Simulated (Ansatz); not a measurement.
NiC (rock salt, space group No. 225), the program Ansatz at the r²SCAN level (PAW), all energies at zero smearing, with the estimated change up to a 700 eV cutoff added, with one set of potentials and settings (totals compare only within such a set). Cell of 2 atoms (1 Ni, 1 C): -6094.899 eV.

```tsv
element	reference phase	E (eV/atom)
Ni	Fm-3m, 1 atoms in the cell, spin-polarised	-5845.2921
C	P6_3/mmc, 4 atoms in the cell	-251.6688
```

Formation energy per atom, worked out: (-6094.899 − 1×(-5845.2921) − 1×(-251.6688))/2 = 1.031 eV/atom (99 kJ per mol of atoms), at 0 K, without zero-point energy or fitted corrections.

The start of the workflow was typed in or built on a structure type; neither database checked (COD, Materials Project) lists it. Its standing as an ambient phase is unchecked. The cell was relaxed with r²SCAN under the symmetry of its start; whether a distortion lowers the energy is not shown. The workflow began spin-polarised and lost its moments. The cell computed holds one magnetic atom, so no antiferromagnetic order was within reach. Its formation energy is positive at this level, so the cell may be metastable or incomplete. The references are the lowest solids computed at this level, not always the standard phases.

Potentials: the earlier of the program's two PAW sets.
